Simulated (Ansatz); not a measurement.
# Computed properties of TePt

```yaml
crystal:
  lattice:
    - [1.98690, 1.14714, 6.92274]
    - [-1.98690, 1.14714, 6.92274]
    - [0.00000, -2.29428, 6.92274]
  atoms:
    - { symbol: Te, position: [0.90463, 0.90463, 0.90463] }
    - { symbol: Te, position: [0.09537, 0.09537, 0.09537] }
    - { symbol: Pt, position: [0.63059, 0.63059, 0.63059] }
    - { symbol: Pt, position: [0.36941, 0.36941, 0.36941] }
```

Atom numbers follow the list: Te1, Te2, Pt3, Pt4.

The cell is the one relaxed in the Materials Project (mp-11693), not relaxed further here; entries there can be hypothetical.

No spin–orbit coupling, which matters for the heavy atoms here.

Levels of theory: DFT, PBEsol, all-electron LAPW, scalar-relativistic (Ansatz 0.2.0); DFT, PBEsol, PAW with Ansatz's default frozen-core files, scalar-relativistic (Ansatz 0.2.0).

For LAPW: a Γ-centred 10×10×10 k mesh, Fermi–Dirac smearing of 0.08 eV, basis error target 1 meV/atom, no spin polarisation. PAW takes a cutoff of 420 eV at this cell (files made with PBE, cores remade for this functional). The Ansatz runs share mesh, smearing and spin set-up. Values come from LAPW unless marked.

```yaml
Löwdin_charges_with_0.41_e_of_the_cell_spilling_out_of_the_atomic_basis_so_their_sizes_and_signs_hang_on_that_basis: Te1 0.08, Pt3 0.13 e
Density_of_states_at_the_Fermi_level_0.2_eV_bin: 1.91 states/eV per cell
Largest_force: 0.00338 Ha/bohr on Pt3
Band_gap: "none: bands cross the Fermi level, a metal"
Pressure_at_this_cell: -2.53 GPa
Volume_per_atom: 23.67 Å³
```

Problem. Give the computed value. Bader charges (from the PAW run).

Solution. Te1 +0.40, Pt3 -0.40 e.

Problem. Stress xx, yy, zz (compression positive): what does the calculation give?

Solution. -2.37, -2.37, -2.84 GPa.
